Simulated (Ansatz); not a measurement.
Al:
Space group Fd-3m, origin choice 1 (No. 227); a = 6.0314 Å, b = 6.0314 Å, c = 6.0314 Å, α = 90.00°, β = 90.00°, γ = 90.00°

```tsv
atom	site	symmetry	x	y	z
Al	8b	-43m	0.5000	0.5000	0.5000
```
(The calculation used a cell of 2 atoms; values per cell refer to that cell.)

Relaxed with r²SCAN.

Question: Which orbitals make up the states near the Fermi level in r²SCAN (plane waves, PAW; program Ansatz)?

Answer: Within 0.5 eV of the Fermi level: Al 3p 93 %, Al 3s 6 %. Projections are on Löwdin-orthogonalised atomic valence shells; empty p or d shells of many metals are not among them.

Question: Tabulate the density of states.

Answer: States/eV per cell of 2 atoms, in 0.25 eV bins, energy from the Fermi level.

| E (eV) | total | Al 3p | Al 3s |
|---|---|---|---|
| -7.85 | 0.27 | 0.06 | 0.21 |
| -7.60 | 0.35 | 0.10 | 0.25 |
| -7.35 | 0.41 | 0.14 | 0.28 |
| -7.10 | 0.48 | 0.17 | 0.31 |
| -6.85 | 0.55 | 0.20 | 0.34 |
| -6.60 | 0.62 | 0.24 | 0.38 |
| -6.35 | 0.73 | 0.28 | 0.45 |
| -6.10 | 0.93 | 0.35 | 0.58 |
| -5.85 | 0.87 | 0.34 | 0.52 |
| -5.60 | 0.77 | 0.31 | 0.45 |
| -5.35 | 0.66 | 0.28 | 0.38 |
| -5.10 | 0.56 | 0.24 | 0.31 |
| -4.85 | 0.45 | 0.20 | 0.25 |
| -4.60 | 0.16 | 0.07 | 0.08 |
| -4.35 | 0.12 | 0.06 | 0.06 |
| -4.10 | 0.40 | 0.21 | 0.19 |
| -3.85 | 1.21 | 0.77 | 0.43 |
| -3.60 | 1.31 | 0.84 | 0.46 |
| -3.35 | 0.82 | 0.52 | 0.29 |
| -3.10 | 0.65 | 0.41 | 0.23 |
| -2.85 | 0.54 | 0.34 | 0.19 |
| -2.60 | 0.45 | 0.29 | 0.16 |
| -2.35 | 0.39 | 0.25 | 0.13 |
| -2.10 | 0.33 | 0.22 | 0.11 |
| -1.85 | 0.72 | 0.60 | 0.11 |
| -1.60 | 1.26 | 1.12 | 0.13 |
| -1.35 | 1.12 | 0.98 | 0.13 |
| -1.10 | 1.12 | 0.98 | 0.13 |
| -0.85 | 1.21 | 1.07 | 0.12 |
| -0.60 | 1.38 | 1.25 | 0.12 |
| -0.35 | 1.63 | 1.51 | 0.10 |
| -0.10 | 1.54 | 1.44 | 0.09 |
| 0.15 | 1.46 | 1.36 | 0.08 |
| 0.40 | 1.37 | 1.29 | 0.06 |
| 0.65 | 1.31 | 1.24 | 0.05 |
| 0.90 | 1.23 | 1.18 | 0.04 |
| 1.15 | 1.00 | 0.96 | 0.03 |
| 1.40 | 0.63 | 0.60 | 0.02 |
| 1.65 | 0.43 | 0.41 | 0.01 |
| 1.90 | 0.28 | 0.27 | 0.00 |
| 2.15 | 0.10 | 0.09 | 0.00 |
| 2.40 | 0.12 | 0.06 | 0.05 |
| 2.65 | 0.38 | 0.19 | 0.14 |
| 2.90 | 0.53 | 0.29 | 0.18 |
| 3.15 | 0.69 | 0.38 | 0.21 |
| 3.40 | 0.86 | 0.49 | 0.23 |
| 3.65 | 1.01 | 0.59 | 0.25 |
| 3.90 | 1.41 | 0.78 | 0.39 |
| 4.15 | 1.93 | 1.09 | 0.51 |
| 4.40 | 1.58 | 0.96 | 0.32 |
| 4.65 | 1.53 | 0.97 | 0.21 |

The start of the workflow was typed in or built on a structure type; neither database checked (COD, Materials Project) lists it. It is not the phase usual at ambient conditions (space group No. 225). The r²SCAN relaxation kept the symmetry of its start. At this level the phase is mechanically unstable.

Potentials: the later of the program's two PAW sets.
